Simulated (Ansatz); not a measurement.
**W₃O: a vibration from a frozen displacement**

The calculation used DFT PBE, scalar-relativistic, plane waves, PAW (Ansatz). The runs took a 420 eV cutoff, a Γ-centred 8×8×8 mesh and Gaussian smearing (0.15 eV). Spin–orbit coupling is left out, which matters for the heavy elements here. No spin polarisation. Energies are free energies at this smearing, counted from the undisturbed cell; pressure is positive in compression.

The starting cell (relaxed at this level; it needn't be the usual structure):

```
W O
1.0
     4.88450    0.00000    0.00000
     0.00000    4.88450    0.00000
     0.00000    0.00000    4.88450
W O
6 2
Direct
  0.50000 0.75000 0.00000
  0.00000 0.50000 0.75000
  0.25000 0.00000 0.50000
  0.50000 0.25000 0.00000
  0.00000 0.50000 0.25000
  0.75000 0.00000 0.50000
  0.50000 0.50000 0.50000
  0.00000 0.00000 0.00000
```

Every W atom is moved by x along the Cartesian unit vector (0.000, 1.000, 0.000); the cell and all other atoms stay fixed. The cell's volume is 116.54 Å³; the moved atoms weigh 1103.040 u together and the others 31.998 u. Some rows repeat others by symmetry and weren't run.

| x (Å) | ΔE (meV/cell) | total force on the moved atoms along the move (eV/Å) | pressure (GPa) |
| --- | --- | --- | --- |
| -0.1000 | -42.44 | -0.8490 | 0.0593 |
| -0.0875 | -32.49 | -0.7428 | 0.0433 |
| -0.0750 | -23.87 | -0.6364 | 0.0295 |
| -0.0625 | -16.57 | -0.5304 | 0.0178 |
| -0.0500 | -10.61 | -0.4244 | 0.0084 |
| -0.0375 | -5.97 | -0.3182 | 0.0010 |
| -0.0250 | -2.65 | -0.2122 | -0.0042 |
| 0.0000 | 0.00 | 0.0000 | -0.0084 |
| 0.0250 | -2.65 | 0.2122 | -0.0042 |
| 0.0375 | -5.97 | 0.3182 | 0.0010 |
| 0.0500 | -10.61 | 0.4244 | 0.0084 |
| 0.0625 | -16.57 | 0.5304 | 0.0178 |
| 0.0750 | -23.87 | 0.6364 | 0.0295 |
| 0.0875 | -32.49 | 0.7428 | 0.0433 |
| 0.1000 | -42.44 | 0.8490 | 0.0593 |

Task: What frequency belongs to this motion?

Result: The force constant is k = −dF/dx = -8.488 eV/Å², from the parabola through x = -0.0250, 0 and 0.0250. In every cell the moved atoms swing against the rest, so the mass is μ = m₁m₂/(m₁ + m₂) = 31.096 u, and ν̃ = 521.5 cm⁻¹ × √(|k|/μ) = 272i cm⁻¹. The pattern needn't be a normal mode: ν̃² is then a weighted mean of the squared nonzero frequencies at the zone centre of this cell, so it lies between the lowest and the highest of them, and at least one of them is imaginary.

Task: Where does the displacement stop?

Result: Not within the scan: the energy still falls at its end, so along this line the minimum lies further out.

No gap shows at this level, though a semilocal functional can close a small gap that the real compound has; without a gap these slopes depend on the k mesh and the smearing.

Cost: 8 runs of about 12 core-minutes in all, on AMD EPYC (Zen 3) (shared hosts).